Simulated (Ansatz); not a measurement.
CsAu:
```cif
data_AuCs
_chemical_formula_sum 'Cs1 Au1'
_space_group_name_H-M_alt 'P 1'
_space_group_IT_number 1
_cell_length_a 4.27411
_cell_length_b 4.27411
_cell_length_c 4.27411
_cell_angle_alpha 90.000
_cell_angle_beta 90.000
_cell_angle_gamma 90.000
loop_
_space_group_symop_operation_xyz
  'x, y, z'
loop_
_atom_site_label
_atom_site_type_symbol
_atom_site_fract_x
_atom_site_fract_y
_atom_site_fract_z
_atom_site_occupancy
Cs1 Cs 0.00000 0.00000 0.00000 1
Au1 Au 0.50000 0.50000 0.50000 1
```

Relaxed with r²SCAN.

Q: Which orbitals make up the states near the band edges in the program Ansatz at the r²SCAN level (PAW)?

A: Top 1 eV of the valence band: Au 6s 88 %, Au 5d 6 %. Bottom 1 eV of the conduction band: Cs 6s 55 %, Au 6s 6 %, outside the projected shells 37 %. Projections are on Löwdin-orthogonalised atomic valence shells; empty p or d shells of many metals are not among them.

Q: Tabulate the density of states.

A: States/eV per cell of 2 atoms, in 0.25 eV bins, energy from the valence-band maximum.

| E (eV) | total | Au 5d | Au 6s | Cs 6s |
|---|---|---|---|---|
| -7.85 | 0.00 | 0.00 | 0.00 | 0.00 |
| -7.60 | 0.00 | 0.00 | 0.00 | 0.00 |
| -7.35 | 0.00 | 0.00 | 0.00 | 0.00 |
| -7.10 | 0.00 | 0.00 | 0.00 | 0.00 |
| -6.85 | 0.00 | 0.00 | 0.00 | 0.00 |
| -6.60 | 0.00 | 0.00 | 0.00 | 0.00 |
| -6.35 | 0.00 | 0.00 | 0.00 | 0.00 |
| -6.10 | 0.00 | 0.00 | 0.00 | 0.00 |
| -5.85 | 0.00 | 0.00 | 0.00 | 0.00 |
| -5.60 | 0.00 | 0.00 | 0.00 | 0.00 |
| -5.35 | 0.00 | 0.00 | 0.00 | 0.00 |
| -5.10 | 0.00 | 0.00 | 0.00 | 0.00 |
| -4.85 | 0.00 | 0.00 | 0.00 | 0.00 |
| -4.60 | 0.00 | 0.00 | 0.00 | 0.00 |
| -4.35 | 0.00 | 0.00 | 0.00 | 0.00 |
| -4.10 | 0.00 | 0.00 | 0.00 | 0.00 |
| -3.85 | 0.00 | 0.00 | 0.00 | 0.00 |
| -3.60 | 0.00 | 0.00 | 0.00 | 0.00 |
| -3.35 | 0.00 | 0.00 | 0.00 | 0.00 |
| -3.10 | 0.00 | 0.00 | 0.00 | 0.00 |
| -2.85 | 0.05 | 0.00 | 0.02 | 0.02 |
| -2.60 | 2.95 | 2.56 | 0.26 | 0.09 |
| -2.35 | 20.58 | 19.59 | 0.51 | 0.25 |
| -2.10 | 16.71 | 16.30 | 0.17 | 0.06 |
| -1.85 | 0.85 | 0.44 | 0.23 | 0.13 |
| -1.60 | 0.80 | 0.10 | 0.45 | 0.18 |
| -1.35 | 1.44 | 0.14 | 0.99 | 0.20 |
| -1.10 | 3.77 | 0.44 | 2.99 | 0.15 |
| -0.85 | 0.58 | 0.03 | 0.51 | 0.01 |
| -0.60 | 0.19 | 0.00 | 0.17 | 0.00 |
| -0.35 | 0.06 | 0.00 | 0.06 | 0.00 |
| -0.10 | 0.01 | 0.00 | 0.01 | 0.00 |
| 0.15 | 0.00 | 0.00 | 0.00 | 0.00 |
| 0.40 | 0.00 | 0.00 | 0.00 | 0.00 |
| 0.65 | 0.00 | 0.00 | 0.00 | 0.00 |
| 0.90 | 0.00 | 0.00 | 0.00 | 0.00 |
| 1.15 | 0.00 | 0.00 | 0.00 | 0.00 |
| 1.40 | 0.02 | 0.00 | 0.00 | 0.02 |
| 1.65 | 0.14 | 0.00 | 0.01 | 0.12 |
| 1.90 | 0.31 | 0.00 | 0.02 | 0.22 |
| 2.15 | 0.71 | 0.00 | 0.04 | 0.33 |
| 2.40 | 1.12 | 0.01 | 0.05 | 0.48 |
| 2.65 | 1.88 | 0.01 | 0.08 | 0.84 |
| 2.90 | 2.38 | 0.02 | 0.13 | 0.99 |
| 3.15 | 1.66 | 0.01 | 0.09 | 0.49 |
| 3.40 | 1.23 | 0.01 | 0.06 | 0.20 |
| 3.65 | 1.22 | 0.01 | 0.05 | 0.08 |
| 3.90 | 1.62 | 0.01 | 0.05 | 0.05 |
| 4.15 | 1.78 | 0.01 | 0.02 | 0.03 |
| 4.40 | 2.61 | 0.01 | 0.01 | 0.03 |
| 4.65 | 0.42 | 0.00 | 0.02 | 0.07 |
| 4.90 | 1.61 | 0.00 | 0.03 | 0.12 |
| 5.15 | 3.87 | 0.01 | 0.05 | 0.17 |
| 5.40 | 3.04 | 0.01 | 0.03 | 0.07 |
| 5.65 | 2.03 | 0.00 | 0.01 | 0.03 |
| 5.90 | 1.79 | 0.00 | 0.01 | 0.04 |
| 6.15 | 1.08 | 0.00 | 0.01 | 0.03 |

Space group Pm-3m (CsCl type). The workflow started from a Materials Project entry (that database holds measured and hypothetical structures alike); the Crystallography Open Database files this formula in space group No. 221, but the cells were not matched. Its standing as an ambient phase is unchecked. Symmetry was held in the r²SCAN relaxation; whether a distortion lowers the energy is not shown. Scalar-relativistic: spin–orbit coupling is off unless named, which matters more the heavier the elements.

Potentials: the later of the program's two PAW sets.
